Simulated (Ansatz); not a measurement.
## Al3Ga: do energies and stresses tell the same story?

Level of theory: DFT r2SCAN, scalar-relativistic, plane waves, PAW (Ansatz 0.2.0).

Plane waves to 500 eV, a k mesh through Γ of 10×10×10 on the computed 4-atom cell and Gaussian smearing (0.10 eV); no spin polarisation.

Relaxed cell: Pm-3m, a = 4.009 Å, b = 4.009 Å, c = 4.009 Å, α = 90.00°, β = 90.00°, γ = 90.00°, 4 atoms in the primitive cell. Whether it is the stable form of this composition wasn't checked.

Energies at zero smearing and pressures from the stress tensor, at volumes with shape and atoms relaxed:
```
V (Å³/atom) E − E(first) (meV/atom) P (GPa)
     15.145                     0.00     5.97
     15.628                   -12.95     2.72
     16.112                   -16.82     0.00
     16.595                   -13.10    -2.26
     17.079                    -3.22    -4.11
```

Question: Check P = −dE/dV between neighbouring volumes, and get the bulk modulus from the pressures alone.

Answer: With 1 eV/Å³ = 160.2 GPa:
```
middle V (Å³/atom)  −ΔE/ΔV (GPa) mean P (GPa)
            15.387         4.291         4.345
            15.870         1.283         1.361
            16.354        -1.232        -1.131
            16.837        -3.276        -3.187
```

The two differ by 0.10 GPa at most. The mean of two end pressures misses the average over a step by about ΔV² P″/12, up to 0.05 GPa here; with that taken off 0.07 GPa remains. The stress is the derivative of the free energy, not of the energy at zero smearing, and with free energies 0.00 GPa remains. Around V = 16.112 Å³/atom, the two neighbours give B = −V ΔP/ΔV = 16.112 × 4.99 / 0.967 = 83.1 GPa, against B0 = 83.2 GPa from the Birch–Murnaghan fit of the energies.